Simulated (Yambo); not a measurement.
Yambo run on CdS (wurtzite, space group P6_3mc, No. 186). The wavefunctions are PBEsol (pw.x of Quantum ESPRESSO, ONCV potentials, with spin-orbit coupling) ones on a 3×3×2 mesh (52 occupied bands); a = b = 4.125 Å, c = 6.709 Å, α = β = 90.00°, γ = 120.00°.

Yambo input:

```
rim_cut
gw0
dyson
el_el_corr
HF_and_locXC
cohsex
em1s
RandQpts= 1000000
RandGvec= 1 Ry
EXXRLvcs= 102 Ry
VXCRLvcs= 408 Ry
Chimod= "HARTREE"
% BndsRnXs
 17 | 236 |
%
NGsBlkXs= 6 Ry
% LongDrXs
 1.0 | 1.0 | 1.0 |
%
ExtendOut
% QPkrange
 1 | 1 | 52 | 53 |
%
```

k points by index: 1 = Γ.

Table of the .qp output:

```
#    K-point    Band    Eo [eV]    E [eV]    E-Eo [eV]    Vxc [eV]    Vnlxc [eV]    Sc|Eo [eV]    Re(Z)    Im(Z)
#
    1    52    0.000000    -2.305619    -2.305619    -15.24505    -18.37368    0.823018    1.000000    0.000000
    1    53    1.079299    0.344264    -0.735035    -10.83160    -6.684124    -4.882506    1.000000    0.000000
```
(The two width columns are left out.) Convergence of these settings isn't established.

Geometry relaxed with PBEsol.
